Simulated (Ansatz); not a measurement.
**Al: the functional and the phonons**

Al in the fcc lattice, in a typed cell, not relaxed.

```
CELL_PARAMETERS angstrom
0.00000 2.02000 2.02000
2.02000 0.00000 2.02000
2.02000 2.02000 0.00000
ATOMIC_POSITIONS crystal
Al 0.00000 0.00000 0.00000
```

Computed with Ansatz (plane-wave DFT, scalar-relativistic): PBE; all-electron PAW datasets (no frozen core) at 160 eV; k mesh 8×8×8; Fermi–Dirac smearing of 0.1 eV; no spin. Harmonic phonons by finite displacements in cells commensurate with each q, in cm⁻¹; i marks an unstable mode.

Caveats: coarse k mesh.

At 16.48 Å³ an atom it gives lowest mode at X = [0.5, 0, 0.5] (cm⁻¹) 191; top mode at X = [0.5, 0, 0.5] (cm⁻¹) 338.

Repeat with r2SCAN in the same cell, on the same kind of potentials and mesh. What changes?


```tsv
functional	cutoff (eV)	volume (Å³/atom)	lowest mode at X = [0.5, 0, 0.5] (cm⁻¹)	top mode at X = [0.5, 0, 0.5] (cm⁻¹)
r2SCAN in the same cell	180	16.48	206	346
```
